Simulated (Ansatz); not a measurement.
KMgF3:
Space group Pm-3m (No. 221); a = b = c = 3.9913 Å, α = β = γ = 90.00°

```tsv
atom	site	symmetry	x	y	z
K	1b	m-3m	0.5000	0.5000	0.5000
Mg	1a	m-3m	0.0000	0.0000	0.0000
F	3d	4/mm.m	0.0000	0.0000	0.5000
```

Relaxed with PBEsol.

Problem. Give the optical modes at the zone centre with their infrared activity from DFPT, PBEsol in the plane-wave PAW code Ansatz.

Solution. Transverse frequencies, without the LO–TO term; a row sums one degenerate level.

```
ω (cm⁻¹)  degeneracy  IR ((D/Å)²/amu)     activity  symmetry
--------  ----------  ---------------  -----------  --------
142                3             5.50           IR       T1u
181                3             0.00  IR-inactive       T2u
281                3             9.12           IR       T1u
462                3            11.93           IR       T1u
```

Problem. How high does the top mode go among those that the LO–TO term moves?

Solution. 552 cm⁻¹ for q along x.

Symmetry was held in the PBEsol relaxation; of distortions, only those at the zone centre were tested.

Potentials: the later of the program's two PAW sets.
